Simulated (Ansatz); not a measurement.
## MgI$_{2}$: levels along high-symmetry lines

```
Mg I
1.0
     4.15370    0.00000    0.00000
    -2.07685    3.59721    0.00000
     0.00000    0.00000    6.86200
Mg I
1 2
Direct
  0.00000 0.00000 0.00000
  0.33333 0.66667 0.75763
  0.66667 0.33333 0.24237
```

Atom numbers follow the list: Mg1, I2, I3.

Conventional cell: a = 4.154 Å, b = 4.154 Å, c = 6.862 Å, α = 90.00°, β = 90.00°, γ = 120.00°. Mg (atom 1) has 6 I at 2.92 Å as nearest neighbours. I (atom 2) has 3 Mg at 2.92 Å as nearest neighbours.

Structure: COD 2013551, as refined from experiment and not relaxed.

No spin–orbit coupling, which matters for the heavy atoms here.

Theory: Ansatz 0.2.0, DFT, PBE, all-electron LAPW, scalar-relativistic.

Settings: a Γ-centred 7×7×4 k mesh, Fermi–Dirac smearing of 0.03 eV, basis error target 1 meV/atom, no spin polarisation.

Points in fractions of the reciprocal vectors of this cell: Γ (0, 0, 0), M (0.5, 0, 0), K (0.333, 0.333, 0), A (0, 0, 0.5), L (0.5, 0, 0.5), H (0.333, 0.333, 0.5). The path joins them by straight lines in the order Γ–M–K–Γ–A–L–H–A–L; legs that retrace an earlier one aren't tabulated. Energies are in eV from the top of the valence band.

(1) Metal or insulator at this level of theory?

(2) Tabulate bands 26 to 33, counted from the lowest band of the run, along the path.

## Answers

(1) An insulator or semiconductor: gap 3.54 eV, indirect from Γ to L (0.5, 0, 0.5).

(2) 
```
k (1/Å)  point  band 26  band 27  band 28  band 29  band 30  band 31  band 32  band 33
   0.00      Γ    -0.47    -0.47    -0.09    -0.09     0.00     3.70     4.76     6.70
   0.12           -0.70    -0.55    -0.29    -0.09    -0.02     3.94     4.99     6.40
   0.25           -1.25    -0.76    -0.72    -0.12    -0.07     4.44     5.38     6.12
   0.37           -1.89    -1.30    -0.92    -0.20    -0.18     4.62     5.41     6.44
   0.50           -2.43    -1.76    -1.11    -0.34    -0.29     4.30     5.49     6.18
   0.62           -2.65    -2.02    -1.27    -0.57    -0.38     3.95     5.45     5.82
   0.75           -2.77    -1.96    -1.37    -0.80    -0.45     3.71     5.36     5.60
   0.87      M    -2.83    -1.88    -1.40    -0.92    -0.47     3.63     5.33     5.52
   0.95           -2.81    -1.87    -1.46    -0.92    -0.53     3.69     5.43     5.52
   1.02           -2.78    -1.84    -1.62    -0.93    -0.69     3.83     5.58     5.71
   1.09           -2.71    -1.83    -1.79    -0.95    -0.92     3.96     5.76     6.12
   1.16           -2.63    -2.05    -1.75    -1.16    -0.99     4.00     6.14     6.61
   1.23           -2.53    -2.24    -1.75    -1.32    -1.05     3.97     6.67     7.08
   1.31           -2.43    -2.36    -1.84    -1.33    -1.14     3.92     7.23     7.36
   1.38      K    -2.40    -2.40    -1.91    -1.24    -1.24     3.90     7.41     7.41
   1.52           -2.52    -2.27    -1.69    -1.46    -0.97     4.00     7.09     7.20
   1.67           -2.54    -2.21    -1.47    -1.29    -0.68     4.26     6.72     6.97
   1.81           -2.33    -2.23    -1.18    -0.88    -0.42     4.58     6.42     6.75
   1.95           -1.89    -1.85    -0.84    -0.52    -0.22     4.83     5.89     6.28
   2.10           -1.31    -1.20    -0.56    -0.25    -0.09     4.61     5.68     5.85
   2.24           -0.75    -0.61    -0.32    -0.11    -0.02     4.02     5.06     6.33
   2.39      Γ    -0.47    -0.47    -0.09    -0.09     0.00     3.70     4.76     6.70
   2.45           -0.47    -0.47    -0.09    -0.09    -0.07     3.76     4.77     6.69
   2.52           -0.46    -0.46    -0.25    -0.10    -0.10     3.91     4.78     6.66
   2.58           -0.52    -0.44    -0.44    -0.12    -0.12     4.11     4.80     6.62
   2.65           -0.82    -0.42    -0.42    -0.14    -0.14     4.31     4.83     6.58
   2.71           -1.12    -0.40    -0.40    -0.17    -0.17     4.49     4.84     6.55
   2.78           -1.35    -0.38    -0.38    -0.19    -0.19     4.61     4.85     6.53
   2.84      A    -1.45    -0.37    -0.37    -0.19    -0.19     4.66     4.85     6.52
   2.97           -1.47    -0.55    -0.44    -0.33    -0.21     4.76     5.08     6.45
   3.09           -1.61    -0.86    -0.67    -0.59    -0.27     4.79     5.58     6.48
   3.22           -2.01    -1.03    -0.94    -0.78    -0.38     4.51     5.81     6.41
   3.34           -2.49    -1.19    -0.96    -0.93    -0.50     4.14     5.54     6.39
   3.47           -2.88    -1.21    -1.10    -0.87    -0.61     3.83     5.31     6.13
   3.59           -3.13    -1.20    -1.17    -0.82    -0.69     3.62     5.22     5.83
   3.72      L    -3.21    -1.23    -1.14    -0.81    -0.71     3.54     5.22     5.69
   3.79           -3.20    -1.34    -1.19    -0.76    -0.71     3.61     5.27     5.73
   3.86           -3.16    -1.58    -1.32    -0.70    -0.68     3.81     5.40     5.85
   3.93           -3.10    -1.87    -1.52    -0.68    -0.61     4.08     5.55     6.02
   4.01           -3.01    -2.18    -1.75    -0.65    -0.57     4.35     5.67     6.09
   4.08           -2.92    -2.46    -1.98    -0.62    -0.55     4.59     5.76     5.96
   4.15           -2.82    -2.68    -2.15    -0.58    -0.54     4.76     5.80     5.82
   4.22      H    -2.78    -2.78    -2.22    -0.56    -0.56     4.82     5.78     5.78
   4.37           -2.86    -2.52    -2.01    -0.64    -0.53     4.70     5.67     6.06
   4.51           -2.83    -2.10    -1.61    -0.75    -0.57     4.59     5.65     6.48
   4.65           -2.58    -1.70    -1.21    -0.80    -0.64     4.58     5.80     6.85
   4.80           -2.14    -1.35    -0.96    -0.70    -0.60     4.69     6.03     6.43
   4.94           -1.69    -0.93    -0.87    -0.51    -0.39     4.84     5.72     6.60
   5.09           -1.48    -0.58    -0.50    -0.33    -0.23     4.79     5.14     6.44
   5.23      A    -1.45    -0.37    -0.37    -0.19    -0.19     4.66     4.85     6.52
```
